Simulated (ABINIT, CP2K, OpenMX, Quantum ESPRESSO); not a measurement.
**Al: programs and potentials compared**

```xyz
6
Lattice="2.8623 0.0000 0.0000 0.0000 2.8623 0.0000 0.0000 0.0000 25.1199" Properties=species:S:1:pos:R:3 pbc="T T T"
Al    1.4312    1.4312    7.5000
Al    0.0000    0.0000    9.5240
Al    1.4312    1.4312   11.5480
Al    0.0000    0.0000   13.5719
Al    1.4312    1.4312   15.5959
Al    0.0000    0.0000   17.6199
```

Alike in all runs: functional PBE; k mesh 9 × 9 × 1; occupations fermi-dirac, width 0.05 eV; no spin polarisation; no spin-orbit coupling.

| program and potentials | plane-wave cutoff (eV) | notes | largest force (eV/Å) |
| --- | --- | --- | --- |
| CP2K, POTENTIAL_UZH Al GTH-PBE-q3; TZVP-MOLOPT-PBE-GTH basis | - | atomic basis | 0.237 |
| OpenMX, OpenMX 2013 PBE set, Al7.0-s2p2d1, grid cutoff 300 Ry | - | atomic basis | 0.244 |
| Quantum ESPRESSO, PseudoDojo 0.4.1 SR PBE standard | 544 | - | 0.243 |
| ABINIT, JTH PAW PBE v2.0 | 408 | - | 0.244 |

Force on atom 3 (Al), eV/Å:

```
                                       program and potentials      x      y      z
 CP2K, POTENTIAL_UZH Al GTH-PBE-q3; TZVP-MOLOPT-PBE-GTH basis  0.000  0.000  0.237
OpenMX, OpenMX 2013 PBE set, Al7.0-s2p2d1, grid cutoff 300 Ry  0.000  0.000  0.244
           Quantum ESPRESSO, PseudoDojo 0.4.1 SR PBE standard  0.000  0.000  0.243
                                     ABINIT, JTH PAW PBE v2.0  0.000  0.000  0.244
```

Rows in atomic bases carry the error of their basis and grid, which can be large.

The functional is the same throughout but for its coding, so the spread measures potentials, basis and numerics; runs on potential files found faulty are left out.
